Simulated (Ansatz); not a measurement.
Input and command of a calculation in Ansatz (plane waves; scalar-relativistic PAW potentials unless the input names others):

```yaml
crystal:
  lattice:
    - [0.0, 2.5488057644, 2.5488057644]
    - [2.5488057644, 0.0, 2.5488057644]
    - [2.5488057644, 2.5488057644, 0.0]
  atoms:
    - { symbol: Hf, position: [0.0, 0.0, 0.0] }
    - { symbol: O, position: [0.25, 0.25, 0.25] }
    - { symbol: O, position: [0.75, 0.75, 0.75] }
basis:
  ecutwfc: 420
kpoints:
  mp_grid: { grid: [8, 8, 8] }
hamiltonian:
  xc: pbe
scf:
  occupations: { method: gaussian, width: 0.02 }
  lower_state_search: light
output:
  forces: true
  eigenvalues: true
  stress: true
```

```bash
ansatz run input.yaml --threads 2 --pin off --max-ram 5632MiB --backend cpu --events-out ev --progress --plain --runs-dir out
```

Abridged log:
```
Basis set: ecut = 420 eV, 645 PW (Γ), exchange–correlation on 50×50×50 points (8 copies of the dense FFT grid, shifted against one another)
Bands: 23, of which v1, the nominal top of the filled ones, is band 19 counted from 1 (18 counted from 0)
Symmetry: 48 space group operations
k-points: 29 of 512
SCF iter   1: F=—  HF=-16861.408997 eV  |F-HF|=—  |Δ(HF+E_count)|=         —  Δρ=2.42e-3  dr2=1.38e-3  ethr=1.77e-3  ⟨swp⟩=5.0  Hψ=2493  notcnv=0
SCF iter   2: F=—  HF=-16861.409932 eV  |F-HF|=—  |Δ(HF+E_count)|=   9.35e-4  Δρ=1.82e-3  dr2=7.77e-4  ethr=3.64e-6  ⟨swp⟩=2.0  Hψ=1500  notcnv=0
SCF iter   3: F=—  HF=-16861.409841 eV  |F-HF|=—  |Δ(HF+E_count)|=   9.18e-5  Δρ=6.87e-4  dr2=5.97e-5  ethr=2.05e-6  ⟨swp⟩=2.0  Hψ=1021  notcnv=0
SCF iter   4: F=—  HF=-16861.410124 eV  |F-HF|=—  |Δ(HF+E_count)|=   2.84e-4  Δρ=1.09e-4  dr2=3.25e-6  ethr=1.57e-7  ⟨swp⟩=2.0  Hψ=1218  notcnv=0
SCF iter   5: F=—  HF=-16861.410123 eV  |F-HF|=—  |Δ(HF+E_count)|=   6.43e-7  Δρ=5.46e-5  dr2=6.65e-7  ethr=8.54e-9  ⟨swp⟩=2.0  Hψ=1024  notcnv=0
SCF iter   6: F=—  HF=-16861.410123 eV  |F-HF|=—  |Δ(HF+E_count)|=   1.06e-7  Δρ=2.41e-5  dr2=1.02e-7  ethr=1.75e-9  ⟨swp⟩=3.0  Hψ=1238  notcnv=0
SCF iter   7: F=-16861.410123 eV  HF=-16861.410123 eV  |F-HF|=8.05e-9  |Δ(HF+E_count)|=   3.21e-9  Δρ=7.01e-6  dr2=1.29e-8  ethr=2.63e-10  ⟨swp⟩=4.6  Hψ=2596  notcnv=0
SCF 1 converged in 7 iterations: F = -16861.410123 eV  dr2 = 1.29e-8
SCF converged after 7 iterations
Free energy (F): -16861.410123 eV
Harris-Foulkes:  -16861.410123 eV  (|F-HF|=8.05e-9)
Internal energy: -16861.410123 eV  (E = F + TS)
E sigma→0 (E₀):  -16861.410123 eV
Fermi energy:    17.602092 eV
--- Forces (eV/Å), atoms counted from 1 ---
  atom   1  Hf     0.00000000     0.00000000     0.00000000
  atom   2  O      0.00000000     0.00000000     0.00000000
  atom   3  O      0.00000000     0.00000000     0.00000000
--- Stress (GPa, compression-positive) ---
       -0.003480       0.000000       0.000000
        0.000000      -0.003480       0.000000
        0.000000       0.000000      -0.003480
  P = ⅓ Tr σ = -0.0035 GPa (-0.035 kbar)
```

Apart from outputs and empty bands, the input differs from a reference run on usual settings in scf.lower_state_search: left out → "light". The reference, at the same geometry (not necessarily relaxed), gave pressure 0.00 GPa, largest force 0.000 eV/Å, gap on the mesh 3.75 eV. This run converged in 7 SCF iterations (reference: 7) with the reference's energy to 0.01 meV/atom, pressure 0.00 GPa, largest force 0.000 eV/Å, gap on the mesh 3.75 eV.

Spin-orbit coupling is left out, which matters for the bands of heavy elements. The fluorite structure is a prototype's; whether HfO2 takes it wasn't checked.

It took 0.87 s on 2 threads of Arm Neoverse V1, on a shared host, peak memory 0.3 GiB.
